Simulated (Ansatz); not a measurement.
## MgPb2WO6: zone-centre modes

All numbers below come from DFT PBEsol, scalar-relativistic, plane waves, PAW (Ansatz 0.2.0). The runs took a 420 eV cutoff, a Γ-centred 6×6×6 mesh and Gaussian smearing (0.05 eV). Spin–orbit coupling is left out, which can shift energies with elements as heavy as these. No spin polarisation.

Reference structure (relaxed at this level; it needn't be the usual structure):

```yaml
crystal:
  lattice:
    - [0.00000, 3.97409, 3.97409]
    - [3.97409, 0.00000, 3.97409]
    - [3.97409, 3.97409, 0.00000]
  atoms:
    - { symbol: Mg, position: [0.50000, 0.50000, 0.50000] }
    - { symbol: Pb, position: [0.75000, 0.75000, 0.75000] }
    - { symbol: Pb, position: [0.25000, 0.25000, 0.25000] }
    - { symbol: W, position: [0.00000, 0.00000, 0.00000] }
    - { symbol: O, position: [0.75850, 0.24150, 0.75850] }
    - { symbol: O, position: [0.24150, 0.24150, 0.75850] }
    - { symbol: O, position: [0.75850, 0.75850, 0.24150] }
    - { symbol: O, position: [0.75850, 0.24150, 0.24150] }
    - { symbol: O, position: [0.24150, 0.75850, 0.24150] }
    - { symbol: O, position: [0.24150, 0.75850, 0.75850] }
```

Harmonic modes by finite displacements of 0.02 Å, without the LO–TO term.

Q: At this geometry, is the structure stable against these modes?

A: No: 6 modes are unstable, the strongest at 135i cm⁻¹.

Q: List the wavenumbers in cm⁻¹.

A: 135i, 135i, 135i, 63i, 63i, 63i, 0, 0, 0, 40, 40, 40, 196, 196, 196, 232, 232, 232, 351, 351, 351, 378, 378, 378, 598, 598, 621, 621, 621, 838.

Cost: 1 run of about 1.9 core-minutes, on Arm Neoverse V2 (shared hosts).